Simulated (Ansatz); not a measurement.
Input and command of a plane-wave DFT calculation in Ansatz:

```yaml
crystal:
  lattice:
    - [3.744911, 0.0, 0.0]
    - [0.0, 3.744911, 0.0]
    - [0.0, 0.0, 3.744911]
  atoms:
    - { symbol: Ni, position: [0.0, 0.5, 0.5], spin: 2.0 }
    - { symbol: Ni, position: [0.5, 0.0, 0.5], spin: 2.0 }
    - { symbol: Ni, position: [0.5, 0.5, 0.0], spin: 2.0 }
    - { symbol: Hg, position: [0.0, 0.0, 0.0] }
basis:
  ecutwfc: 420
kpoints:
  mp_grid: { grid: [6, 6, 6] }
hamiltonian:
  xc: pbe
scf:
  occupations: { method: gaussian, width: 0.1 }
  lower_state_search: "off"
output:
  forces: true
  stress: true
  eigenvalues: true
  populations: true
magnetization:
  spin_polarized: true
```

```bash
ansatz run input.yaml --threads 1 --pin off --max-ram 2560MiB --backend cpu --events-out ev --progress --plain --runs-dir out
```

Processor: Arm Neoverse V2, 1 thread, on a host shared with other jobs.

**Question.** Estimate time, memory and problem size.

**Answer.** About 8.7 s on 1 thread of Arm Neoverse V2, with other jobs on the host, peak memory 0.36 GiB. It solves 48 bands at 20 k points (the mesh reduced by the symmetry that the task leaves, which can be less than the crystal's) with about 1021 plane waves, in 12 SCF iterations.
